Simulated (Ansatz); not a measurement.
Relaxed-ion elastic tensor of ZnCo3C (anti-perovskite, Pm-3m) in GPa (Voigt order), PBEsol (plane waves, PAW; program Ansatz); density 8.44 g/cm³, 10.00 Å³ per atom.

```tsv
	1	2	3	4	5	6
1	488	124	124	0.0	0.0	0.0
2	124	488	124	0.0	0.0	0.0
3	124	124	488	0.0	0.0	0.0
4	0.0	0.0	0.0	96.1	0.0	0.0
5	0.0	0.0	0.0	0.0	96.1	0.0
6	0.0	0.0	0.0	0.0	0.0	96.1
```

**Question.** Is the crystal mechanically stable?

**Answer.** Yes: the smallest eigenvalue of C is 96.1 GPa.

**Question.** Work out the Voigt, Reuss and Hill averages.

**Answer.** K_V = 246, K_R = 246, K_H = 246; G_V = 130, G_R = 118, G_H = 124 GPa.

**Question.** Give Young's modulus, Poisson's ratio, Pugh's ratio and the universal anisotropy index.

**Answer.** E = 9KG/(3K + G) = 319 GPa; ν = 0.28; K/G = 1.97 (ductile by the Pugh limit of 1.75); A_U = 5G_V/G_R + K_V/K_R − 6 = 0.50.

**Question.** Estimate the sound speeds and the Debye temperature.

**Answer.** v_l = √((K + 4G/3)/ρ) = 6980 m/s, v_t = √(G/ρ) = 3840 m/s, mean 4280 m/s; Θ = (h/k)(3n/4πV)^(1/3) v_m = 591 K.

The first step of the workflow began from a Materials Project structure, measured or hypothetical; the Crystallography Open Database copy checked does not list it. Whether it is the stable phase at ambient conditions was not checked. Symmetry was held in the PBEsol relaxation; whether a distortion lowers the energy is not shown. Magnetic state: ferromagnetic, the only order run, not a proven ground state. As this level gives no gap, shear constants depend on the k-mesh and smearing (Fermi–Dirac, 0.1 eV here).

Potentials: the later of the program's two PAW sets.
